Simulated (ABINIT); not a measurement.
ABINIT input for TiTe2, PBE with JTH PAW datasets:

```
pp_dirpath "./pseudo"
pseudos "Ti.GGA_PBE-JTH.xml, Te.GGA_PBE-JTH.xml"

acell 3*1.0 angstrom
rprim
    3.824209995927     0.000000000000     0.000000000000
   -1.912104997963     3.311863005879     0.000000000000
    0.000000000000     0.000000000000     6.718250000000
ntypat 2
znucl 22 52
natom 3
typat 1 2 2
xred
    0.000000000000     0.000000000000     0.000000000000
    0.666666666667     0.333333333333     0.749830000000
    0.333333333333     0.666666666667     0.250170000000
tolsym 1e-5
chksymtnons 0
chkprim 0

ecut 20
pawecutdg 40
pawovlp 20
ngkpt 12 12 6
nshiftk 1
shiftk 0 0 0
nband 15
occopt 3
tsmear 0.003
tolvrs 1e-10
nstep 90

nucefg 2
quadmom 0.302 0
nucfc 1
prtwf 0
prtden 0
prteig 0
prtebands 0
prtgsr 0
```

Geometry: a computed entry of the Materials Project; it was not checked against measured cells. It is TiTe2 in P-3m1; whether this form has been observed was not checked. Stability against distortions was not tested. Forces on the atoms reach 0.21 eV/Å at this level. The layers lie 3.4 Å apart; this gap hangs on dispersion, and neither it nor the stacking was checked against the measured crystal. The run has no spin polarisation.

Each row changes or adds one setting. The quadmom values are sizes without sign and don't touch the SCF cycle. The limit is 90 steps.  The run is metallic or nearly gapless at this level (smeared occupations).

```tsv
setting typed	SCF steps	k-points	converged
as in the input	17	100	yes
diemac = 4	17	100	yes
diemix = 0.4	28	100	yes
diemix = 1.0	16	100	yes
iscf = 2	90	100	no
iscf = 7	20	100	yes
nline = 2	34	100	yes
nline = 8	16	100	yes
npulayit = 2	19	100	yes
npulayit = 3	18	100	yes
```

Fewest SCF steps among converged rows: 16 (diemix = 1.0, nline = 8); most steps: 90 (iscf = 2). Steps of different solvers differ in work.
